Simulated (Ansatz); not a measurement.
Ti (hcp, Mg type)

```xyz
2
Lattice="2.9004 0.0000 0.0000 -1.4502 2.5118 0.0000 0.0000 0.0000 4.5902" Properties=species:S:1:pos:R:3 pbc="T T T"
Ti     0.0000     1.6745     3.4427
Ti     1.4502     0.8373     1.1476
```

The slice is a (1 -1 0 0) plane (indices of the conventional cell) through the point (0.333, 0.667, 0.750) (fractional), spanned by u = [110] and v = [001] in vectors of this cell: u (2.90 Å) and v (4.59 Å, at 90° to u). It covers one period; positions are fractions (u, v).

Computed with PBEsol (plane waves to 420 eV, PAW, scalar-relativistic; Ansatz, a quantum-chemistry and plane-wave program). k mesh 18×18×10. These are valence fields of a PAW run, semicore shells included where kept as valence: close to a nucleus they are smooth pseudo fields. The PAW data are Ansatz's earlier set. Ti is run without spin polarisation. Ti was relaxed with its symmetry unable to fall.

**Question.** What is the valence density on the shortest Ti–Ti line in this plane (2.90 Å), at its midpoint?

**Answer.** 0.20 e/Å³.

**Question.** What is the ELF at the midpoint of the shortest Ti–Ti line in this plane (2.90 Å)?

**Answer.** 0.3.

**Question.** Predict the map of the valence electron density on the slice.

**Answer.** 
```tsv
v \ u	0.00	0.13	0.27	0.40	0.53	0.67	0.80	0.93
0.92	0.9	0.6	-0.2	-0.7	-0.7	-0.5	0.3	0.8
0.83	0.1	-0.1	-0.6	-0.7	-0.7	-0.7	-0.4	0.1
0.75	-0.6	-0.6	-0.7	-0.7	-0.7	-0.7	-0.7	-0.6
0.67	-0.7	-0.7	-0.7	-0.6	-0.6	-0.7	-0.7	-0.7
0.58	-0.6	-0.6	-0.6	-0.4	-0.3	-0.5	-0.6	-0.6
0.50	-0.6	-0.6	-0.5	-0.2	-0.1	-0.4	-0.6	-0.6
0.42	-0.6	-0.6	-0.6	-0.4	-0.3	-0.5	-0.6	-0.6
0.33	-0.7	-0.7	-0.7	-0.6	-0.6	-0.7	-0.7	-0.7
0.25	-0.6	-0.6	-0.7	-0.7	-0.7	-0.7	-0.7	-0.6
0.17	0.1	-0.1	-0.6	-0.7	-0.7	-0.7	-0.4	0.1
0.08	0.9	0.6	-0.2	-0.7	-0.7	-0.5	0.3	0.8
0.00	1.1	0.9	0.1	-0.6	-0.7	-0.4	0.6	1.0
```

Values: log₁₀ of the valence density in e/Å³. The scale is logarithmic, as a density can span decades between atoms and voids.
